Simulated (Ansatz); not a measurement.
Ge:
```cif
data_Ge4
_chemical_formula_sum 'Ge4'
_space_group_name_H-M_alt 'P63/mmc'
_space_group_IT_number 194
_space_group_name_Hall '-P 6c 2c'
_cell_length_a 3.99575
_cell_length_b 3.99575
_cell_length_c 6.59877
_cell_angle_alpha 90.000
_cell_angle_beta 90.000
_cell_angle_gamma 120.000
loop_
_atom_site_label
_atom_site_type_symbol
_atom_site_symmetry_multiplicity
_atom_site_Wyckoff_symbol
_atom_site_fract_x
_atom_site_fract_y
_atom_site_fract_z
_atom_site_occupancy
Ge1 Ge 4 f 0.66667 0.33333 0.06295 1
```

Relaxed with r²SCAN.

**Question.** Which orbitals make up the states near the band edges in r²SCAN in the plane-wave PAW code Ansatz?

**Answer.** Top 1 eV of the valence band: Ge 4p 98 %. Bottom 1 eV of the conduction band: Ge 4p 55 %, Ge 4s 39 %, outside the projected shells 6 %. Projections are on Löwdin-orthogonalised atomic valence shells; empty p or d shells of many metals are not among them.

**Question.** Tabulate the density of states.

**Answer.** States/eV per cell of 4 atoms, in 0.25 eV bins, energy from the valence-band maximum.

```csv
E (eV),total,Ge 4p,Ge 4s
-7.85,1.38,0.67,0.70
-7.60,1.16,0.55,0.60
-7.35,1.14,0.54,0.59
-7.10,1.12,0.54,0.58
-6.85,0.86,0.41,0.44
-6.60,0.71,0.34,0.36
-6.35,0.62,0.30,0.32
-6.10,0.55,0.27,0.28
-5.85,0.50,0.25,0.25
-5.60,0.36,0.18,0.18
-5.35,0.32,0.16,0.16
-5.10,0.55,0.40,0.15
-4.85,1.67,1.48,0.17
-4.60,1.59,1.40,0.18
-4.35,1.40,1.23,0.16
-4.10,1.75,1.59,0.15
-3.85,2.04,1.88,0.15
-3.60,2.02,1.86,0.14
-3.35,2.38,2.23,0.13
-3.10,2.34,2.22,0.11
-2.85,3.00,2.87,0.12
-2.60,2.78,2.66,0.11
-2.35,3.65,3.53,0.09
-2.10,2.51,2.43,0.06
-1.85,2.05,1.99,0.05
-1.60,1.53,1.48,0.03
-1.35,1.01,0.99,0.02
-1.10,0.75,0.73,0.01
-0.85,0.54,0.53,0.00
-0.60,0.35,0.34,0.00
-0.35,0.18,0.17,0.00
-0.10,0.05,0.05,0.00
0.15,0.00,0.00,0.00
0.40,0.06,0.03,0.03
0.65,0.65,0.34,0.27
0.90,1.28,0.72,0.48
1.15,1.81,1.05,0.65
1.40,2.36,1.38,0.84
1.65,2.11,1.25,0.72
1.90,2.40,1.47,0.74
2.15,2.33,1.47,0.66
2.40,1.48,0.96,0.39
2.65,1.69,1.18,0.32
2.90,2.07,1.53,0.32
3.15,3.62,2.69,0.50
3.40,2.78,2.07,0.34
3.65,2.56,1.95,0.28
3.90,2.86,2.16,0.29
4.15,2.03,1.52,0.22
4.40,2.04,1.49,0.22
4.65,3.19,2.27,0.34
4.90,2.48,1.79,0.27
```

Space group P6_3/mmc. The first step of the workflow began from a Materials Project structure, measured or hypothetical; the Crystallography Open Database copy checked does not list it. It is not the phase usual at ambient conditions (space group No. 227). The cell was relaxed with r²SCAN under the symmetry of its start; of distortions, only those at the zone centre were tested. Spin–orbit coupling is left out wherever it is not named.

Potentials: the later of the program's two PAW sets.
